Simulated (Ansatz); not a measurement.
Phonons of Pb (Fm-3m)

```yaml
crystal:
  lattice:
    - [0.00000, 2.46561, 2.46561]
    - [2.46561, 0.00000, 2.46561]
    - [2.46561, 2.46561, 0.00000]
  atoms:
    - { symbol: Pb, position: [0.00000, 0.00000, 0.00000] }
```

Level of theory, where no other is named: PBEsol, all-electron LAPW in Ansatz 0.2.0, scalar-relativistic. k mesh 16×16×16, Fermi-Dirac smearing of 0.050 eV, basis error target 1 meV/atom. The cell was relaxed by PAW under this functional.

Atoms are displaced by 0.01 Å in the smallest supercells that hold the wave vectors of a 4×4×4 mesh. Negative values stand for unstable modes.

Q: What are the phonon energies at the solved wave vectors, in meV?

A: 

| q | point | modes (meV) |
| --- | --- | --- |
| 0.250 0.000 0.000 | – | 3.08 (×2), 7.18 |
| 0.500 0.000 0.000 | L | 4.04 (×2), 9.61 |
| 0.250 0.250 0.000 | – | 4.61 (×2), 7.83 |
| 0.500 0.250 0.000 | – | 5.18, 6.73, 8.38 |
| -0.250 0.250 0.000 | – | 4.53, 6.75, 8.87 |
| 0.500 0.500 0.000 | X | 5.19 (×2), 8.47 |
| -0.250 0.500 0.250 | W | 6.85, 7.65 (×2) |

Q: Is the structure dynamically stable at these wave vectors?

A: Yes, no mode is unstable there; wave vectors off this mesh aren't tested.

Q: How well do frozen-core PAW files reproduce these all-electron values?

A: With a cutoff of 420 eV and displacements of 0.0025 Å, the r.m.s. difference over the modes is 0.0 cm⁻¹; the largest difference is 57.9 (PAW) against 58.0 cm⁻¹ (LAPW).

Q: The cell is scaled evenly to 29.528 and 30.428 Å³ (from 29.978), with free atoms relaxed and the shape held. What are the mode Grüneisen parameters γ = −d ln ω/d ln V?

A: For the highest mode, 81.2 cm⁻¹ in the small cell and 73.8 in the large one give γ ≈ 3.18. From the change of the dynamical matrix on each mode:

| point | cm⁻¹ | γ |
| --- | --- | --- |
| 0.25/0/0 | 24.8 | 1.85 |
| 0.25/0/0 | 58.0 | 2.57 |
| L | 32.6 | 1.91 |
| L | 77.5 | 3.18 |
| 0.25/0.25/0 | 37.2 | 2.25 |
| 0.25/0.25/0 | 63.1 | 2.34 |
| 0.5/0.25/0 | 41.8 | 2.12 |
| 0.5/0.25/0 | 54.3 | 2.31 |
| 0.5/0.25/0 | 67.6 | 3.15 |
| -0.25/0.25/0 | 36.5 | 1.80 |
| -0.25/0.25/0 | 54.5 | 2.37 |
| -0.25/0.25/0 | 71.5 | 2.50 |
| X | 41.8 | 3.91 |
| X | 68.3 | 3.30 |
| W | 55.2 | 2.10 |
| W | 61.7 | 3.06 |

Weighted by the modes' heat capacities at 300 K, the mean on this mesh is 2.45; it moves with the q mesh, and a coarse one overweights the zone boundary.

Keep in mind: responses of metals move with mesh and smearing; no spin-orbit coupling on heavy atoms; the frozen-core PAW files of the compared runs were fitted under PBE, their cores solved anew for this functional.
